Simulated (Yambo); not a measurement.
## NiS2 monolayer: sweep of GW parameters

G0W0@PBEsol for a free-standing NiS₂ monolayer (symmetry P2_1, slab cell 14.1 Å high) in Yambo. Reference settings: 4×4×1 Γ-centred k mesh, bands 9 to 118 and a 5 Ry block in the screening, 118 bands in G with the Bruneval-Gonze terminator, plasmon pole fitted at 27.2 eV, slab-truncated Coulomb interaction, stochastic integration of W near q = 0. The PBEsol gap Γ → (-0.5, -0.5) on this mesh is 0.83 eV; G0W0 gaps are taken between the same points.

```
change from the reference       G0W0 gap Γ → (-0.5, -0.5) (eV)  shift of the valence edge (eV)        rough Yambo cost
------------------------------  ------------------------------  ------------------------------  ----------------------
reference settings                                        1.96                           -0.22                       1
82 bands in W, 82 bands in G                              1.96                           -0.16  within a factor of two
56 bands in G                                             1.99                           -0.13                       –
82 bands in G                                             1.97                           -0.19                       –
no stochastic integration of W                            3.01                           -0.74                       –
3 Ry block                                                2.16                           -0.41  within a factor of two
pole fitted at 10 eV                                      1.90                           -0.18                       –
2×2×1 mesh                                                1.98                           -0.10               about 1/6
82 bands in G, no terminator                              2.02                            0.10                       –
no terminator                                             2.01                            0.00                       –
```

The reference isn't shown to be the converged limit. Costs are rough (shared machines), scaled to the same edge states, and given only for runs that recompute the screening. Without the stochastic integration, the mesh misses the sharp change of W near q = 0 in a layer: the 1.05 eV of that row are a sampling artefact.

The 3d shell has no Hubbard U; the runs are without spin polarisation, and magnetic order was not tried.

Geometry relaxed with PBEsol; primitive cell a = 5.264 Å, b = 5.152 Å, c = 14.100 Å, α = 90.00°, β = 90.00°, γ = 90.00°.

This is a model layer cut from the bulk structure; whether it is stable on its own was not checked.

A shift is the quasiparticle energy of the state minus its PBEsol energy.
